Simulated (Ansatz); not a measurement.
Mg4Te3S:
```yaml
crystal:
  lattice:
    - [4.42764, 0.00000, 0.00000]
    - [0.00000, 8.91760, 0.00000]
    - [0.00000, 0.00000, 6.20212]
  atoms:
    - { symbol: Mg, position: [0.00000, 0.27369, 0.98172] }
    - { symbol: Mg, position: [0.00000, 0.72631, 0.98172] }
    - { symbol: Mg, position: [0.50000, 0.00000, 0.48512] }
    - { symbol: Mg, position: [0.50000, 0.50000, 0.54617] }
    - { symbol: Te, position: [0.50000, 0.26420, 0.25107] }
    - { symbol: Te, position: [0.50000, 0.73580, 0.25107] }
    - { symbol: Te, position: [0.00000, 0.00000, 0.75459] }
    - { symbol: S, position: [0.00000, 0.50000, 0.74853] }
```

Relaxed with r²SCAN.

**Question.** Give the Bader charges and basin volumes of the independent atoms, plane-wave PAW r²SCAN (Ansatz code).

**Answer.** 

```csv
atom,Bader charge (e),Bader volume (Å³)
Mg1,+1.63,7.3
Mg3,+1.60,7.5
Mg4,+1.65,7.4
Te5,-1.60,57.2
Te7,-1.60,57.7
S8,-1.70,43.4
```

Space group Pmm2. The first step of the workflow began from a Materials Project structure, measured or hypothetical; the Crystallography Open Database copy checked does not list it. Its standing as an ambient phase is unchecked. The cell was relaxed with r²SCAN under the symmetry of its start; its stability against distortions is not shown here. Spin–orbit coupling is left out wherever it is not named.

Potentials: the later of the program's two PAW sets.
